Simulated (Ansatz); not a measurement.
A plane-wave DFT run in Ansatz 0.2.0 (scalar-relativistic PAW potentials unless the input names others): input and command.

```yaml
crystal:
  lattice:
    - [4.0791678244, 0.0, 0.0]
    - [0.0, 4.0791678244, 0.0]
    - [0.0, 0.0, 4.0170485175]
  atoms:
    - { symbol: Zr, position: [0.0, 0.0, 0.0] }
    - { symbol: Pb, position: [0.5, 0.5, 0.5] }
    - { symbol: O, position: [0.5, 0.0, 0.0] }
    - { symbol: O, position: [0.0, 0.0, 0.5] }
    - { symbol: O, position: [0.0, 0.5, 0.0] }
basis:
  ecutwfc: 420
  xc_grid: 1
kpoints:
  mp_grid: { grid: [8, 8, 8] }
hamiltonian:
  xc: pbesol
scf:
  occupations: { method: gaussian, width: 0.05 }
output:
  forces: true
  eigenvalues: true
  stress: true
```

```bash
ansatz run input.yaml --threads 2 --pin off --max-ram 5120MiB --backend cpu --events-out ev --progress --plain --runs-dir out
```

Abridged log:
```
Basis set: ecut = 420 eV, 1341 PW (Γ)
Bands: 27, of which v1, the nominal top of the filled ones, is band 22 counted from 1 (21 counted from 0)
Symmetry: 16 space group operations
k-points: 75 of 512
SCF iter   1: F=—  HF=-17570.703478 eV  |F-HF|=—  |Δ(HF+E_count)|=         —  Δρ=1.79e-2  dr2=1.91e-1  ethr=1.77e-3  ⟨swp⟩=6.6  Hψ=9815  notcnv=0
SCF iter   2: F=—  HF=-17570.661934 eV  |F-HF|=—  |Δ(HF+E_count)|=   4.15e-2  Δρ=4.64e-3  dr2=1.65e-2  ethr=4.33e-4  ⟨swp⟩=2.4  Hψ=3371  notcnv=0  defer=69
SCF iter   3: F=—  HF=-17570.658254 eV  |F-HF|=—  |Δ(HF+E_count)|=   3.68e-3  Δρ=1.15e-3  dr2=7.36e-4  ethr=3.74e-5  ⟨swp⟩=2.0  Hψ=2757  notcnv=0
automatic band count: iteration 3 solves 26 bands in place of 27: the levels show a gap, and the empty bands left out lie too high to hold charge; the band table lists the bands solved (type scf.n_extra_bands for more)
SCF iter   4: F=—  HF=-17570.658089 eV  |F-HF|=—  |Δ(HF+E_count)|=   1.65e-4  Δρ=1.34e-4  dr2=8.83e-6  ethr=1.67e-6  ⟨swp⟩=2.1  Hψ=2710  notcnv=0
SCF iter   5: F=—  HF=-17570.658086 eV  |F-HF|=—  |Δ(HF+E_count)|=   3.32e-6  Δρ=2.84e-5  dr2=6.25e-7  ethr=2.01e-8  ⟨swp⟩=2.0  Hψ=3404  notcnv=0
SCF iter   6: F=-17570.658086 eV  HF=-17570.658086 eV  |F-HF|=1.42e-8  |Δ(HF+E_count)|=   9.67e-8  Δρ=8.51e-6  dr2=3.04e-8  ethr=2.27e-10  ⟨swp⟩=6.8  Hψ=8787  notcnv=0
SCF 1 converged in 6 iterations: F = -17570.658086 eV  dr2 = 3.04e-8
SCF converged after 6 iterations
Free energy (F): -17570.658086 eV
Harris-Foulkes:  -17570.658086 eV  (|F-HF|=1.42e-8)
Internal energy: -17570.658086 eV  (E = F + TS)
E sigma→0 (E₀):  -17570.658086 eV
Fermi energy:    11.803507 eV
--- Forces (eV/Å), atoms counted from 1 ---
  atom   1  Zr     0.00000000     0.00000000     0.00000000
  atom   2  Pb     0.00000000     0.00000000     0.00000000
  atom   3  O      0.00000000     0.00000000     0.00000000
  atom   4  O      0.00000000     0.00000000     0.00000000
  atom   5  O      0.00000000     0.00000000     0.00000000
--- Stress (GPa, compression-positive) ---
       10.220284       0.000000       0.000000
        0.000000      10.220284       0.000000
        0.000000       0.000000      14.996013
  P = ⅓ Tr σ = 11.8122 GPa (118.122 kbar)
```

Apart from outputs and empty bands, the input differs from a reference run on usual settings in basis.xc_grid: not typed → 1. The reference, at the same geometry (not necessarily relaxed), gave pressure 11.81 GPa, largest force 0.000 eV/Å, gap on the mesh 2.26 eV. This run converged in 6 SCF iterations (reference: 6) with an energy at zero smearing 0.04 meV/atom below the reference's, pressure 11.81 GPa, largest force 0.000 eV/Å, gap on the mesh 2.26 eV.

Time: 9.1 s on 2 threads of Intel(R) Xeon(R) Processor @ 2.50GHz (Skylake/Cascade Lake) (shared host), peak memory 0.44 GiB.